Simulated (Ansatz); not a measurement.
## Band structure of Tc

```
Tc
1.0
     2.74000    0.00000    0.00000
    -1.37000    2.37291    0.00000
     0.00000    0.00000    4.39800
Tc
2
Direct
  0.33333 0.66667 0.25000
  0.66667 0.33333 0.75000
```

Atoms are numbered in the order listed.

The cell comes from COD entry 1541062, which wasn't checked; take it as a given geometry.

All numbers below come from DFT, LDA, all-electron LAPW, scalar-relativistic (Ansatz 0.2.0).

Sampling and basis: a Γ-centred 17×17×9 k mesh, Fermi–Dirac smearing of 0.08 eV, basis error target 1 meV/atom, no spin polarisation.

Points in fractions of the reciprocal vectors of this cell: Γ (0, 0, 0), M (0.5, 0, 0), K (0.333, 0.333, 0), A (0, 0, 0.5), L (0.5, 0, 0.5), H (0.333, 0.333, 0.5). The path joins them by straight lines in the order Γ–M–K–Γ–A–L–H–A–L; legs that retrace an earlier one aren't tabulated. Energies are in eV from the Fermi level.

(1) List the levels at Γ between -20 and 8 eV.

(2) List the levels at H between -20 and 8 eV.

(3) List the levels at K between -20 and 8 eV.

(4) What is the band gap?

## Answers

(1) -7.34, -5.44, -1.55 (×2), -1.49, -0.83 (×2), -0.12 (×2), 1.69, 2.56 (×2).

(2) -3.85 (×2), -3.27 (×2), -1.76 (×2), -0.10 (×2), 2.63 (×2).

(3) -4.77, -3.37 (×2), -2.88, -1.88 (×2), -0.04, 2.32 (×2), 2.72, 7.97 (×2).

(4) none: bands cross the Fermi level, a metal.
